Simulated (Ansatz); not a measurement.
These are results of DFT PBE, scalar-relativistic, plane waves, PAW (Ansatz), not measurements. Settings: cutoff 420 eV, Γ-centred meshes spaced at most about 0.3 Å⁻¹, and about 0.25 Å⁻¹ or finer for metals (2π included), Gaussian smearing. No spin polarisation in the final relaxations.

These are static total energies at zero pressure. All come from trial cells, and lower structures may exist.

Question: Order these relaxed structures of SiW2 by energy, lowest first, with the energy over the lowest of them.
A.

```
Si W
1.0
     3.69142    0.00000    0.00000
     0.00000    3.69142    0.00000
     0.00000    0.00000    6.76055
Si W
2 4
Direct
  0.00000 0.50000 0.71421
  0.50000 0.00000 0.28579
  0.00000 0.00000 0.00000
  0.50000 0.50000 0.00000
  0.00000 0.50000 0.34123
  0.50000 0.00000 0.65877
```

B.

```
Si W
1.0
     3.17000    0.00000    0.00000
     0.00000    4.23282    0.00000
     0.00000    0.00000    6.75407
Si W
2 4
Direct
  0.50000 0.50000 0.21036
  0.00000 0.00000 0.78964
  0.00000 0.50000 0.50749
  0.50000 0.00000 0.49251
  0.50000 0.50000 0.84669
  0.00000 0.00000 0.15331
```

C.

```
Si W
1.0
    -1.60582    1.60582    4.32794
     1.60582   -1.60582    4.32794
     1.60582    1.60582   -4.32794
Si W
1 2
Cartesian
  0.0000 0.0000 0.0000
  0.0000 0.0000 2.9112
  0.0000 0.0000 5.7447
```

D.

```
Si W
1.0
     2.74879    0.00000    0.00000
     0.00000    4.19046    0.00000
    -1.00735    0.00000    8.00150
Si W
2 4
Direct
  0.13765 0.75000 0.76982
  0.86235 0.25000 0.23018
  0.19884 0.25000 0.57954
  0.29756 0.75000 0.10336
  0.80116 0.75000 0.42046
  0.70244 0.25000 0.89664
```

Answer: B (0 meV/atom), C (100 meV/atom), A (139 meV/atom), D (153 meV/atom). Forms: B Pmmn; C MoSi2 (C11b) type, I4/mmm; A Cu2Sb type, P4/nmm; D P2_1/m. Counting Si atoms around W (those within 1.25 times the shortest such distance or 1.15 times the sum of covalent radii; a plus sign parts nearer from farther groups; a slash parts the counts of unlike sites): B has W 2+2/5; C has W 5; A has W 4/5; D has W 2+1/5.

For metals, differences of a few meV/atom aren't resolved. Spin–orbit coupling, which can matter for W, is left out. Cells relaxed within their symmetry can be saddle points. The Pmmn cell of SiW2 came from shaking the P4/nmm one. Some types were kept out of the candidates beforehand, so the set may lack a known form.
